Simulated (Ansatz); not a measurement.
The elements of this relaxed trial crystal are hidden behind letters.

```
lattice vectors (Å)
   2.2498   -1.5795    0.0000
   2.2498    1.5795    0.0000
  -0.3835    0.0000   11.0937
fractional positions
X 0.0000 0.0000 0.0000
Z 0.2709 0.2709 0.8042
Z 0.2417 0.2417 0.3988
Z 0.7291 0.7291 0.1958
Z 0.7583 0.7583 0.6012
```

All numbers below come from Ansatz, DFT PBE, scalar-relativistic, plane waves, PAW. Plane waves to 420 eV, a 14×14×4 mesh through Γ for the 5-atom cell and 0.10 eV Gaussian smearing; no spin polarisation.

```
Space group                                : C2/m (No. 12)
Conventional cell                          : a = 4.500 Å, b = 3.159 Å, c = 11.100 Å, β = 92.0°
Volume per atom                            : 15.77 Å³
Density                                    : 16.08 g/cm³
Formation energy                           : +0.04 eV/atom
Gap on the 14×14×4 mesh of the 5-atom cell : 0 eV (a metal)
```

Energies are uncorrected and count from the elements' standard states at the same level.

Q: X is a p-block element of period 3 and Z is a d-block element of period 6. Which elements are they?

A: X = Si, Z = W, so the formula is SiW4. Density times volume gives a mean mass of 16.08 × 15.77/1.6605 = 152.7 u per atom, and this set has 152.7 u. Among the elements that the hints allow, noble gases aside, only these give it. Si has 2 W at 2.53 Å, 4 Si at 2.75 Å, 4 W at 2.85 Å and 2 Si at 3.16 Å; around W on its first site lie 1 Si at 2.53 Å, 6 W at 2.75 Å, 2 Si at 2.85 Å and 4 W at 3.16–3.20 Å; around W on its second site lie 8 W at 2.75 Å and 6 W at 3.16–3.20 Å.

Spin–orbit coupling, which can matter for W, is left out. This cell was reached by moving the atoms of another relaxed cell at random and relaxing again, last within the group found; it had no such test of its own.
